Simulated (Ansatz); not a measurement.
Equation of state of KI and its gap

A database entry relaxed whole under r2SCAN (Fm-3m):

```
K I
1.0
     0.00000    3.54620    3.54620
     3.54620    0.00000    3.54620
     3.54620    3.54620    0.00000
K I
1 1
Direct
  0.00000 0.00000 0.00000
  0.50000 0.50000 0.50000
```

The cell was scaled uniformly, its shape held, and the atoms relaxed at each volume with plane-wave PAW DFT (Ansatz 0.2.0; r2SCAN, 500 eV, 8×8×8 Γ-centred mesh, fermi-dirac occupations of width 0.020 eV; no spin, no spin-orbit coupling). One row is withheld.

```tsv
volume (Å³/atom)	energy over the lowest (meV/atom)	pressure (GPa)	gap over mesh and path (eV)
41.920	7.1	0.90	4.746
42.812	3.0	0.56	4.688
43.703	?	?	?
44.595	0.0	0.00	4.581
45.487	0.7	-0.23	4.532
46.379	2.5	-0.44	4.485
47.271	5.5	-0.62	4.440
```

Q: Fit the pressures of the other rows to the third-order Birch-Murnaghan form.

A: With f = [(V₀/V)^(2/3) − 1]/2 and P = 3B₀f(1 + 2f)^(5/2)[1 + 3(B₀′ − 4)f/2], least squares gives V₀ = 44.60 Å³ an atom, B₀ = 12.4 GPa and B₀′ = 5.0; the rows miss the fit by less than 0.01 GPa. The slope of the energies differs from these pressures by less than 0.05 GPa.

Q: How does the gap move with volume?

A: A parabola in ln(V/V₀) through the other rows has the slope dE_g/d ln V = -2.5 eV at V₀, so by B₀ the gap moves by +205 meV a GPa: it widens under pressure.

Q: What does the withheld row hold?

A: The fit gives 0.27 GPa at 43.703 Å³; the run gave 0.27 GPa and 0.7 meV an atom. Its gap is 4.633 eV, against 4.633 eV from the parabola.

Caveats: the shape of the cell was held; 0 K, fixed nuclei; the symmetry was kept, and this need not be the phase that is stable at 0 K; one mesh for all volumes; r2SCAN gaps lie as a rule under measured ones; the slope of the gap can be off by tens of per cent, more where shallow d levels or spin-orbit coupling act on the edges; no spin-orbit coupling, which narrows gaps of heavier elements; pressure is positive in compression.
